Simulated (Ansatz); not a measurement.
# TaAgO₃: computed property card

TaAgO3:
```yaml
crystal:
  lattice:
    - [2.70645, 1.56257, 4.57260]
    - [-2.70645, 1.56257, 4.57260]
    - [0.00000, -3.12514, 4.57260]
  atoms:
    - { symbol: Ta, position: [0.00040, 0.00040, 0.00040] }
    - { symbol: Ta, position: [0.50040, 0.50040, 0.50040] }
    - { symbol: O, position: [0.82502, 0.67588, 0.25047] }
    - { symbol: O, position: [0.25047, 0.82502, 0.67588] }
    - { symbol: O, position: [0.67588, 0.25047, 0.82502] }
    - { symbol: O, position: [0.75047, 0.17588, 0.32502] }
    - { symbol: O, position: [0.17588, 0.32502, 0.75047] }
    - { symbol: O, position: [0.32502, 0.75047, 0.17588] }
    - { symbol: Ag, position: [0.25043, 0.25043, 0.25043] }
    - { symbol: Ag, position: [0.75043, 0.75043, 0.75043] }
```

Space group R-3c (No. 167); conventional cell a = 5.4129 Å, b = 5.4129 Å, c = 13.7178 Å, α = 90.00°, β = 90.00°, γ = 120.00°.

Method: plane-wave PAW LDA (Ansatz code). Geometry: relaxed at this level of theory. Other levels are named where they apply.

**Cell and energy**

```json
{
  "volume_per_atom": "11.60 Å³",
  "density": "9.64 g/cm³",
  "Formation energy from the elements (no fitted shifts)": "-2.07 eV/atom"
}
```

**Electronic structure**

```json
{
 "band_gap": "1.65 eV (indirect)",
 "valence_band_maximum": "off the standard path, at k = (0.177, 0.177, -0.328) in fractions of the reciprocal vectors",
 "conduction_band_minimum": "at F (3 equivalent valleys)",
 "smallest_direct_gap_on_the_standard_path": "1.77 eV",
 "electron_effective_mass": "0.28, 0.36, 3.8 mₑ (principal values)",
 "hole_effective_mass": "1.3, 1.4, 2.7 mₑ (principal values)"
}
```

**Mechanics**

```json
{
  "Bulk modulus (Birch–Murnaghan fit)": "204 GPa",
  "Pressure derivative B′": "4.9",
  "mechanical_stability": "stable (all eigenvalues of C positive)",
  "hill_bulk_and_shear_moduli": "221 and 72.0 GPa",
  "Young's modulus": "195 GPa",
  "Poisson's ratio": "0.35",
  "debye_temperature_from_the_elastic_constants": "404 K",
  "Piezoelectric stress constants (proper, relaxed ions, C/m²)": "e31 = e32 = 0.11, e33 = -0.14"
}
```

**Dielectric response**

```json
{
  "Electronic dielectric constant ε∞ (DFPT)": "7.05 (xx = yy), 7.04 (zz)",
  "Static dielectric constant ε0 (ions relaxed, cell fixed)": "234 (xx = yy), 355 (zz)",
  "Born charges (a third of the trace)": "Ta +8.79, O -3.38, Ag +1.35 e"
}
```

**Phonons**

```json
{
 "Highest zone-centre frequency (without LO–TO term)": "915 cm^-1",
 "zone_centre_stability": "no imaginary mode at Γ",
 "dynamical_stability_on_the_path": "stable (no imaginary branch)",
 "zero_point_energy": "53.9 meV/atom",
 "Vibrational entropy at 300 K": "27.0 J/(K·mol of atoms)"
}
```

The workflow started from an entry of the Crystallography Open Database (COD); the relaxed space group is not among those it files for this formula. COD files the formula under space group No. 161. Its standing as an ambient phase is unchecked. The LDA relaxation kept the symmetry of its start. No spin polarisation was allowed. Point labels and valley counts follow the cell and symmetry of the run, lower than the named group. Signs of piezoelectric constants follow the polarity of the cell as given. The references are the lowest solids computed at this level, not always the standard phases (solids in place of the gases). Scalar-relativistic: spin–orbit coupling is off unless named, which matters more the heavier the elements.

Potentials: the later of the program's two PAW sets.
